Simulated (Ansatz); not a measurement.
Computed scan of one atom of the cell: InAs (zinc blende)

Starting cell, InAs (zinc blende):

```yaml
crystal:
  lattice:
    - [0.00000, 3.05455, 3.05455]
    - [3.05455, 0.00000, 3.05455]
    - [3.05455, 3.05455, 0.00000]
  atoms:
    - { symbol: As, position: [0.75000, 0.75000, 0.75000] }
    - { symbol: In, position: [0.00000, 0.00000, 0.00000] }
```

Scan: atom 2 (In, nearest neighbour As at 2.645 Å; its periodic images, 4.3 Å or more away, move with it) is displaced along Cartesian [111], direction (0.577, 0.577, 0.577) in Cartesian axes, by s. The other atoms stay.

Method: r2SCAN (plane waves to 500 eV, PAW, scalar-relativistic; Ansatz, a quantum-chemistry and plane-wave program). k mesh 8×8×8 (Γ-centred), Fermi-Dirac smearing 0.05 eV. The energy includes the smearing's −TS. Stress and pressure are positive under compression. Left out: 1 of 11 points, with atoms too close for the PAW data. As the smearing reaches across the gap at some points, energies and forces of such displacements shift with the k mesh and the smearing. F∥ is the force on the atom along that direction. InAs was relaxed with its symmetry unable to fall. The zero of ΔE is the undisplaced structure.

```tsv
s (Å)	ΔE (eV/cell)	F∥ (eV/Å)	P (GPa)
-0.632	3.072	13.858	18.0
-0.474	1.412	7.677	8.3
-0.316	0.521	3.894	3.1
-0.158	0.109	1.504	0.7
0.000	0.000	0.000	0.0
0.158	0.076	-0.882	0.4
0.316	0.254	-1.304	1.3
0.474	0.469	-1.356	2.3
0.632	0.668	-1.135	3.1
0.790	0.819	-0.746	3.6
```

What the scan shows:

- Energy at s = 0.790 Å = 819 meV/cell
- Force along the line at s = -0.632 Å = 13.9 eV/Å
- Symmetry of the curve = not even: the negative side lies higher at ±0.632 Å
- Shape of the curve = a single well with its minimum at or next to zero displacement
- Force constant k = d²E/ds² at s = 0 (finite differences) = 7.32 eV/Å²
- Harmonic estimate at the end of the scan = ½ks² = 2285 meV/cell against the computed 819 meV/cell, so the well is softer than harmonic there
- Zone-centre optical wavenumber from k = 210 cm⁻¹

(For displaced atoms, the force is minus the slope of the energy, and its curvature is a force constant, which sets phonon frequencies.)
